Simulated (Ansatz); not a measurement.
RbAu5:
```
CELL_PARAMETERS angstrom
      5.84450     0.00000     0.00000
     -2.92225     5.06149     0.00000
      0.00000     0.00000     4.46107
ATOMIC_POSITIONS crystal
  Rb 0.00000 0.00000 0.00000
  Au 0.66667 0.33333 0.00000
  Au 0.33333 0.66667 0.00000
  Au 0.50000 0.00000 0.50000
  Au 0.50000 0.50000 0.50000
  Au 0.00000 0.50000 0.50000
```

Relaxed with r²SCAN. Special points in fractions of this cell's reciprocal vectors: Γ (0.000, 0.000, 0.000); M (0.500, 0.000, 0.000); K (0.333, 0.333, 0.000); A (0.000, 0.000, 0.500); L (0.500, 0.000, 0.500); H (0.333, 0.333, 0.500).

Q: List the band energies nearest the Fermi level at these points for r²SCAN (plane waves, PAW; program Ansatz).

A: In eV from the Fermi level; about four levels below and three above (degenerate sets whole), none deeper than 8.9 eV; points with the same levels are listed once.

| k | below | above |
|---|---|---|
| Γ | -2.18 -1.73 -1.73 -1.34 | 0.86 0.86 1.35 |
| M | -3.09 -3.08 -3.05 -1.75 | 0.02 0.13 3.19 |
| K | -2.92 -2.92 -2.08 -1.76 | 2.92 2.92 3.62 |
| A | -2.17 -2.03 -2.03 -0.15 | 1.22 1.22 2.13 2.13 |
| L | -2.09 -2.08 -1.79 -0.70 | 2.05 2.07 2.47 |
| H | -2.38 -2.38 -1.04 -1.04 | 1.13 1.19 5.33 5.33 |

Space group P6/mmm. The workflow started from a Materials Project entry (that database holds measured and hypothetical structures alike); the Crystallography Open Database files this formula in space group No. 191, but the cells were not matched. Whether it is the stable phase at ambient conditions was not checked. The cell was relaxed with r²SCAN under the symmetry of its start; whether a distortion lowers the energy is not shown. Spin–orbit coupling is left out wherever it is not named.

Potentials: the later of the program's two PAW sets.
